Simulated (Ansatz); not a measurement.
Values for one crystal, relaxed and computed with plane-wave PAW r²SCAN (Ansatz code); other levels are named.

```yaml
volume_per_atom: 19.31 Å³
electronic_character: metallic (no gap)
Elastic constants (relaxed ions, GPa): C11 = 121, C12 = 43.8, C44 = -14.5
Bulk modulus (Birch–Murnaghan fit): 68.8 GPa
Formation energy from the elements (no fitted shifts): 0.35 eV/atom
mechanical_stability: unstable (C has a negative eigenvalue)
Pressure derivative B′: 5.1
```

### Question
Which of these materials gives this?
A. AlAg, rock salt
B. Al3Pt2, La2O3 or Ni2Al3 type
C. SrAg2, Imma (Sr on 4e, Ag on 8h)
D. AlCu3, Cu3Au type

### Answer
A, AlAg, rock salt

Space group Fm-3m (rock salt). The start of the workflow was typed in or built on a structure type; neither database checked (COD, Materials Project) lists it. Whether it is the stable phase at ambient conditions was not checked. Symmetry was held in the r²SCAN relaxation. No spin polarisation was allowed. The volume moved by 21 % from the start of the relaxation. Its formation energy is positive at this level, so the cell may be metastable or incomplete. As this level gives no gap, shear constants depend on the k-mesh and smearing (Fermi–Dirac, 0.1 eV here). The references are the lowest solids computed at this level, not always the standard phases. Spin–orbit coupling is left out wherever it is not named.

Potentials: the later of the program's two PAW sets.
